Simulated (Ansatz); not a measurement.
Relaxed-ion elastic tensor of AlN (rock salt, Fm-3m) in GPa (Voigt order), plane-wave PAW r²SCAN (Ansatz code); density 4.14 g/cm³, 8.23 Å³ per atom.

```json
[
 {"": "1", "1": "467", "2": "181", "3": "181", "4": "0.0", "5": "0.0", "6": "0.0"},
 {"": "2", "1": "181", "2": "467", "3": "181", "4": "0.0", "5": "0.0", "6": "0.0"},
 {"": "3", "1": "181", "2": "181", "3": "467", "4": "0.0", "5": "0.0", "6": "0.0"},
 {"": "4", "1": "0.0", "2": "0.0", "3": "0.0", "4": "339", "5": "0.0", "6": "0.0"},
 {"": "5", "1": "0.0", "2": "0.0", "3": "0.0", "4": "0.0", "5": "339", "6": "0.0"},
 {"": "6", "1": "0.0", "2": "0.0", "3": "0.0", "4": "0.0", "5": "0.0", "6": "339"}
]
```

Problem. Is the crystal mechanically stable?

Solution. Yes: the smallest eigenvalue of C is 286 GPa.

Problem. Work out the Voigt, Reuss and Hill averages.

Solution. K_V = 276, K_R = 276, K_H = 276; G_V = 260, G_R = 219, G_H = 240 GPa.

Problem. Give Young's modulus, Poisson's ratio, Pugh's ratio and the universal anisotropy index.

Solution. E = 9KG/(3K + G) = 558 GPa; ν = 0.16; K/G = 1.15 (brittle by the Pugh limit of 1.75); A_U = 5G_V/G_R + K_V/K_R − 6 = 0.95.

Problem. Estimate the sound speeds and the Debye temperature.

Solution. v_l = √((K + 4G/3)/ρ) = 12000 m/s, v_t = √(G/ρ) = 7610 m/s, mean 8370 m/s; Θ = (h/k)(3n/4πV)^(1/3) v_m = 1230 K.

Problem. Give the Zener ratio and Young's modulus along [100], [110] and [111].

Solution. A = 2C44/(C11 − C12) = 2.37; 1/E = S11 − 2(S11 − S12 − S44/2)Γ with Γ = 0, 1/4, 1/3 gives 366, 580, 721 GPa.

Problem. Solve the Christoffel equation for the three sound speeds along [100], [110], [111].

Solution. Eigenvalues of C_ijkl n_j n_l equal ρv². In km/s, slowest first: [100] 9.05, 9.05, 10.63; [110] 5.88, 9.05, 12.66; [111] 7.10, 7.10, 13.26.

This is a known high-pressure phase of the composition, computed here at zero pressure and temperature. The r²SCAN relaxation kept the symmetry of its start; phonons on a q-mesh show no instability.

Potentials: the later of the program's two PAW sets.
